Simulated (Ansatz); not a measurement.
MnCo5N4: do the settings matter for the field gradients?

This input was run with Ansatz:

```yaml
crystal:
  lattice:
    - [5.91352, 0.0, 0.0]
    - [0.0, 6.831476, 0.0]
    - [0.0, 0.0, 4.527491]
  atoms:
    - { symbol: Mn, position: [0.0, 0.5, 0.317531], spin: 5.0 }
    - { symbol: Mn, position: [0.5, 0.0, 0.682469], spin: 5.0 }
    - { symbol: Co, position: [0.276684, 0.314508, 0.746627], spin: 3.0 }
    - { symbol: Co, position: [0.276684, 0.685492, 0.746627], spin: 3.0 }
    - { symbol: Co, position: [0.723316, 0.314508, 0.746627], spin: 3.0 }
    - { symbol: Co, position: [0.723316, 0.685492, 0.746627], spin: 3.0 }
    - { symbol: Co, position: [0.223316, 0.185492, 0.253373], spin: 3.0 }
    - { symbol: Co, position: [0.223316, 0.814508, 0.253373], spin: 3.0 }
    - { symbol: Co, position: [0.776684, 0.185492, 0.253373], spin: 3.0 }
    - { symbol: Co, position: [0.776684, 0.814508, 0.253373], spin: 3.0 }
    - { symbol: Co, position: [0.5, 0.5, 0.240081], spin: 3.0 }
    - { symbol: Co, position: [0.0, 0.0, 0.759919], spin: 3.0 }
    - { symbol: "N", position: [0.777272, 0.5, 0.031794] }
    - { symbol: "N", position: [0.222728, 0.5, 0.031794] }
    - { symbol: "N", position: [0.722728, 0.0, 0.968206] }
    - { symbol: "N", position: [0.277272, 0.0, 0.968206] }
    - { symbol: "N", position: [0.5, 0.234562, 0.454832] }
    - { symbol: "N", position: [0.5, 0.765438, 0.454832] }
    - { symbol: "N", position: [0.0, 0.265438, 0.545168] }
    - { symbol: "N", position: [0.0, 0.734562, 0.545168] }
magnetization:
  spin_polarized: true
kpoints:
  mp_grid: { grid: [6, 5, 7] }
scf:
  occupations: { method: fermi_dirac, width: 0.05 }
  initial_density: { chi_scale: 0.1 }
hamiltonian:
  xc: pbe
  pseudopotentials: { kind: paw }
output:
  forces: true
  stress: true
  populations: true
  efg:
    quadrupole_moments_barn: { Mn: 0.33, Co: 0.42, "N": 0.02044 }
    contact_densities: true
  write_density: true
  write_potential: true
  elf: true
  volumetric_format: npy
```

It converged. Of its output the block on the nuclei alone is shown, without the SCF iterations, energies, forces and stress (one atom of each set):

```
--- PAW observables at the nuclei: V_zz in 10²¹ V/m², potentials from the cell's mean, atoms counted from 1 ---
  atom   1  Mn V_zz =    -2.314174   η = 0.0951   by run symmetry: allowed   C_q = -18.4656 MHz
            electrostatic potential = -3035.260665 V   contact ρ = 87798.671122 e/Å³   contact ρ_s (e/Å³): all electrons +0.000000, valence -0.000003
  atom   3  Co V_zz =    +1.690281   η = 0.7252   by run symmetry: allowed   C_q = +17.1657 MHz
            electrostatic potential = -3390.974520 V   contact ρ = 114684.124770 e/Å³   contact ρ_s (e/Å³): all electrons -0.000002, valence +0.000008
  atom  11  Co V_zz =    -1.888049   η = 0.9031   by run symmetry: allowed   C_q = -19.1742 MHz
            electrostatic potential = -3390.808896 V   contact ρ = 114680.021906 e/Å³   contact ρ_s (e/Å³): all electrons +0.000004, valence -0.000007
  atom  13  N  V_zz =    -2.002358   η = 0.1271   by run symmetry: allowed   C_q = -0.9896 MHz
            electrostatic potential = -520.897698 V   contact ρ = 1416.041836 e/Å³   contact ρ_s (e/Å³): all electrons +0.000001, valence +0.000001
  atom  17  N  V_zz =    +0.284649   η = 0.6317   by run symmetry: allowed   C_q = +0.1407 MHz
            electrostatic potential = -520.383927 V   contact ρ = 1415.485874 e/Å³   contact ρ_s (e/Å³): all electrons +0.000002, valence +0.000002
```

(1) Can these gradients be trusted, and how do they compare with a run on standard settings?

Results:

(1) They agree with the standard run. Against the standard input the change is `scf.initial_density.chi_scale`: not typed → 0.1. A site carries the number of its first atom; V_zz in 10²¹ V/m².

```csv
site,atom,V_zz standard,η standard,V_zz here,η here
Mn,1,-2.31,0.10,-2.31,0.10
Co3,3,1.69,0.73,1.69,0.73
Co11,11,-1.89,0.90,-1.89,0.90
N13,13,-2.00,0.13,-2.00,0.13
N17,17,0.28,0.63,0.28,0.63
```

All printed values agree. Mixing, solver and start steer the path to self-consistency, not the state that is reached here. SCF iterations: 24 and 24.

On the reference run: The run finds no gap above 0.1 eV (a metal, or nearly one), so the gradients can move by 10 % or more with the k-mesh. With these PAW files V_zz is typically within 2 to 3 % of all-electron values, but misses above 10 % occur on Co. Semilocal functionals make gaps too small and can close them, so the real compound need not be a metal. The start moments die out, and the run ends without spin.
